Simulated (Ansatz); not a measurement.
Calculation: PBE (plane waves to 420 eV, PAW, scalar-relativistic; Ansatz, a quantum-chemistry and plane-wave program). Harmonic phonons (DFPT) of each relaxed crystal were computed at Γ and up to three half-step zone-boundary points.

Exactly one of them has no imaginary mode there. Which?
(A) CsPbCl$_{3}$ (cubic perovskite), a = b = c = 5.736 Å, α = β = γ = 90.00°
(B) HfO$_{2}$ (tetragonal-ZrO2 type, space group P4_2/nmc), a = b = 3.604 Å, c = 5.264 Å, α = β = γ = 90.00°
(C) GaN (zinc blende), a = b = c = 4.549 Å, α = β = γ = 90.00°

C, GaN (zinc blende), a = b = c = 4.549 Å, α = β = γ = 90.00°. Lowest modes: GaN 134 cm⁻¹ at L = (0.5, 0.0, 0.0); CsPbCl3 44i cm⁻¹ at R = (0.5, 0.5, 0.5); HfO2 21i cm⁻¹ at Z = (0.0, 0.0, 0.5)

All were relaxed with their symmetry unable to fall. HfO2 is run without spin polarisation. Spin-orbit coupling is left out. This is a high-temperature form of CsPbCl3. This is a high-temperature form of HfO2.
